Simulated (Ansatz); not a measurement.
Here is the system:

LiNbO3:
```yaml
crystal:
  lattice:
    - [2.53370, 1.46283, 4.56250]
    - [-2.53370, 1.46283, 4.56250]
    - [0.00000, -2.92567, 4.56250]
  atoms:
    - { symbol: Li, position: [0.71884, 0.71884, 0.71884] }
    - { symbol: Li, position: [0.21884, 0.21884, 0.21884] }
    - { symbol: Nb, position: [0.00248, 0.00248, 0.00248] }
    - { symbol: Nb, position: [0.50248, 0.50248, 0.50248] }
    - { symbol: O, position: [0.63428, 0.89447, 0.28282] }
    - { symbol: O, position: [0.89447, 0.28282, 0.63428] }
    - { symbol: O, position: [0.28282, 0.63428, 0.89447] }
    - { symbol: O, position: [0.13428, 0.78282, 0.39447] }
    - { symbol: O, position: [0.39447, 0.13428, 0.78282] }
    - { symbol: O, position: [0.78282, 0.39447, 0.13428] }
```

This is the LDA-relaxed structure. Cartesian axes are those of the cell as given.

### Question
All from DFT-LDA in the program Ansatz with PAW potentials, unless another level is named. Estimate the Poisson's ratio.

### Answer
0.25.

### Question
Give the highest zone-centre frequency (without LO–TO term).

### Answer
890 cm^-1.

### Question
Give the elastic constants (relaxed ions, GPa).

### Answer
C11 = 219, C12 = 68.1, C13 = 80.3, C14 = 3.9, C33 = 255, C44 = 73.0.

Space group R3c. The LDA relaxation kept the symmetry of its start. The run is not spin-polarised.

Potentials: the later of the program's two PAW sets.
